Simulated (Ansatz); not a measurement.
Values for one crystal, relaxed and computed with DFT-r²SCAN in the program Ansatz with PAW potentials; other levels are named.

```yaml
volume_per_atom: 11.24 Å³
electronic_character: metallic (no gap)
Density of states at the Fermi level: 0.16 states/eV per atom (mean over ±0.08 eV)
Formation energy from the elements (no fitted shifts): -2.26 eV/atom
```

Q: Which compound is it?
A) YN, CsCl type
B) SrFeO3, cubic perovskite
C) SrSi3Ni, I4mm (Sr on 2a, Si on 2a, Si on 4b, Ni on 2a)
D) Fe3Ge, P6_3/mmc (Fe on 6h, Ge on 2c)

A: B, SrFeO3, cubic perovskite

Space group Pm-3m (cubic perovskite). The workflow started from a Materials Project entry (that database holds measured and hypothetical structures alike); the Crystallography Open Database copy checked does not list it. Whether it is the stable phase at ambient conditions was not checked. Symmetry was held in the r²SCAN relaxation; whether a distortion lowers the energy is not shown. Magnetic state: ferromagnetic, chosen from 4 collinear starts compared on coarse meshes (ties went to the first, and starts can fall back to one state), not a proven ground state. Other orbital occupations within this spin state were not tried. No Hubbard U is applied. The compound may be a true metal, but semilocal functionals without U, or a wrong spin order, can also close a gap. The references are the lowest solids computed at this level, not always the standard phases (solids in place of the gases). Spin–orbit coupling is left out wherever it is not named.

Potentials: the later of the program's two PAW sets.
